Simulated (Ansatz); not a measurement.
BaCa₃F₈ on the sites of the fluorite structure (relaxed group Cmmm), relaxed with r2SCAN in the plane-wave code Ansatz: it is orthorhombic, Cmmm (No. 65); a = 7.956 Å, b = 11.379 Å, c = 3.961 Å in the conventional setting, 14.94 Å³ an atom. Ca is surrounded by 8 F at 2.39–2.40 Å; F is surrounded by 2 Ca at 2.32 Å and 2 Ba at 2.58 Å; F is surrounded by 4 Ca at 2.40–2.48 Å; Ca is surrounded by 8 F at 2.32–2.48 Å; F is surrounded by 3 Ca at 2.39–2.40 Å and 1 Ba at 2.60 Å; Ba is surrounded by 8 F at 2.58–2.60 Å. The primitive cell holds 12 atoms in 179.30 Å³. The cell comes from a prototype generator: it can be a known phase or a hypothetical one. Spin polarisation is off.

Computed values: HSE06 (2×2×4) gives a least gap of 8.63 eV, direct. PBEsol's static dielectric constant, on its own cell and averaged over directions, is 9.8.

**Question.** What is the density?

**Answer.** The cell holds 3 Ca, 8 F, 1 Ba: M = 3×40.078 + 8×18.998 + 1×137.327 = 409.54 u in V = 179.30 Å³. ρ = 1.66054 × M/V = 1.66054 × 409.54/179.30 = 3.793 g/cm³, for the static r2SCAN lattice.

**Question.** At what wavelength does absorption set in by HSE06, excitons left aside?

**Answer.** λ = 1239.84 eV nm/E: 144 nm for the least gap. That lies in the ultraviolet, so by this gap the crystal is transparent to visible light.

**Question.** As a gate dielectric 3 nm thick, what equivalent oxide thickness and capacitance would it have, with 3.9 for amorphous SiO₂?

**Answer.** EOT = t × 3.9/κ = 3 × 3.9/9.8 = 1.19 nm; C/A = ε₀κ/t = 8.854 × 9.8/3 = 28.9 fF/µm². This takes the ideal crystal's mean κ, without interface layers.

The runs are scalar-relativistic, without spin-orbit coupling.

The meshes of the hybrids are coarse, so their gaps aren't converged to the digits shown.

For a response run the program warns that the ground state's bands aren't all converged, so ε∞ carries an extra error.
